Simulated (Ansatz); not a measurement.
## Notes on SiGe₂P₂

```
P Si Ge
1.0
     0.00000    0.00000    5.33921
     5.99830   -3.14822    2.66961
     5.99830    3.14822   -2.66961
P Si Ge
4 2 4
Cartesian
  4.2336 2.1131 0.0000
  7.7630 -2.1131 5.3392
  4.2336 -2.1131 2.6696
  7.7630 2.1131 2.6696
  5.9983 0.0000 1.3348
  5.9983 0.0000 4.0044
  7.0900 -0.9709 2.6696
  4.9066 0.9709 2.6696
  7.0900 0.9709 0.0000
  4.9066 -0.9709 5.3392
```

The numbers come from plane-wave PAW DFT (Ansatz): PBE, no spin polarisation, 420 eV, 6×6×6 Γ-centred k points, fermi-dirac occupations (width 0.1 eV). Nothing was relaxed.

Question: What happens at the Fermi level?

Answer: It is a metal, with about 6.2 states/eV a cell as the mean within 0.25 eV of the Fermi level, mostly P p (63 %) and Ge p (21 %).

Question: Which element gives electrons and which takes them?

Answer: Bader charges in e: Si +1.98, Ge -0.79, P -0.20. In the mean Si gives up most and Ge takes most.

Question: What is the formation energy?

Answer: 2.17 eV an atom against the elements' usual phases (free molecules for gases, crystals otherwise, with no correction for O₂ or N₂), so at this geometry it isn't bound against them. Relaxing would lower it.

Question: What does the stress say?

Answer: The pressure is 26.8 GPa (compression positive), so with the atoms held at these fractions the cell would first expand; the forces are large, so a full relaxation may end otherwise. The principal stresses 16.2, 22.1, 42.2 GPa differ, so its shape would change too.

Question: Where is the largest force?

Answer: The largest is on Ge7 (and as large on other atoms): 13.19 eV/Å, components (9.77, -8.87, 0.00). It makes 138° with the line to a nearest neighbour, Si5 at 1.98 Å, pointing away from it.

Origin: a known structure type with other elements, at an estimated volume, so it need not be a known compound. Caveats: many states at the Fermi level without spin polarisation, so a magnetic state may lie lower; atoms or cell far from equilibrium.
